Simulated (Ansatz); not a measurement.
## Fermi surface of Hf (P6_3/mmc)

```xyz
2
Lattice="3.1990 0.0000 0.0000 -1.5995 2.7704 0.0000 0.0000 0.0000 5.0412" Properties=species:S:1:pos:R:3 pbc="T T T"
Hf    0.0000    1.8470    1.2603
Hf    1.5995    0.9235    3.7809
```

Computed, not measured; unless marked otherwise by r²SCAN, PAW on Ansatz 0.2.0's default frozen-core files (fitted under PBE), scalar-relativistic. k mesh 14×14×8, fine mesh 20×20×12, Fermi-Dirac smearing of 0.050 eV, cutoff 500 eV. The cell was relaxed by PAW under this functional.

Levels and slopes are solved on a 20×20×12 mesh, and each state is taken as quadratic over its cell.

What is the density of states at the Fermi level, and which bare Sommerfeld coefficient follows?

N(E_F) = 0.604 states/eV/atom (both spins), so γ = (π²/3) k_B² N(E_F) = 1.42 mJ/(mol-atom K²) without electron-phonon or spin-fluctuation enhancement.

What Drude plasma energy and σ/τ do the band velocities give?

(ħω_p,α)² = (e²/ε₀VN_k) Σ_nkσ (∂E/∂k_α)² δ(E − E_F) gives ħω_p = (4.28, 4.28, 4.15) eV along x, y, z, and σ/τ = ε₀ω_p² = 3.74×10²⁰ Ω⁻¹m⁻¹s⁻¹ along x. Weighted by the density of states, the mean Fermi speed is 0.483×10⁶ m/s; the surface has an area of 10.7 Å⁻² for each spin direction.

Which bands cross the Fermi level, and what do they carry?

| band | filled part | N (states/eV/cell) | speed (10⁶ m/s) | 5th to 95th percentile | area (Å⁻²) | filling |
| --- | --- | --- | --- | --- | --- | --- |
| 1 | 0.98 | 0.131 | 0.425 | 0.23 to 0.57 | 1.01 | nearly full |
| 2 | 0.89 | 0.339 | 0.55 | 0.32 to 0.63 | 3.41 | partly filled |
| 3 | 0.08 | 0.378 | 0.534 | 0.28 to 0.77 | 3.69 | nearly empty |
| 4 | 0.04 | 0.359 | 0.387 | 0.26 to 0.66 | 2.54 | nearly empty |

Map the plane k₃ = 0 of the mesh: how many bands lie under the Fermi level at each point, counted from the least on the plane?

k₁ runs to the right and k₂ upwards, each from −½ to ½ with 0 in the middle (the axes needn't be at right angles):
```
22222222222222222222
22222222222222222222
22222222222222222222
22222222222222222222
22222222222222222222
22222222222222222222
22222221111222222222
22222221000122222222
22222221000012222222
22222221000001222222
22222222100001222222
22222222210001222222
22222222221111222222
22222222222222222222
22222222222222222222
22222222222222222222
22222222222222222222
22222222222222222222
22222222222222222222
22222222222222222222
```

On PAW files the program sums the optical response inside the mesh cells, interband lines and its own Drude term. Where does ε₁ rise through zero (a sharp plasmon if ε₂ is small there), and how much light is reflected?

| Quantity | Value |
| --- | --- |
| Fine mesh | 20, 20, 12 |
| Window top | 20 eV |
| Line width | 0.1 eV |
| Drude damping | 0.2 eV |
| ε₁ rises through zero at x | 0.66, 9.28, 17.09 eV |
| ε₂ there x | 19.68, 2.35, 0.58 |
| ε₁ rises through zero at z | 0.45, 1.55, 9.15, 16.93 eV |
| ε₂ there z | 49.76, 22.35, 1.65, 0.58 |
| Plasma energy (x, y, z) | 4.228, 4.228, 4.413 eV |
| Reflectivity at 1 eV, x-polarised | 0.5651 |
| Reflectivity at 2 eV, x-polarised | 0.4817 |
| Reflectivity at 3 eV, x-polarised | 0.5375 |

The plasma energy here is the program's own sum at the run's smearing; it differs from the value above by up to 6 %, through mesh and smearing.

Caveats: frozen-core PAW files fitted under PBE, their cores solved anew for the functional of the run; no spin-orbit coupling on heavy atoms; these sums move with the mesh, by several per cent and more for small sheets.
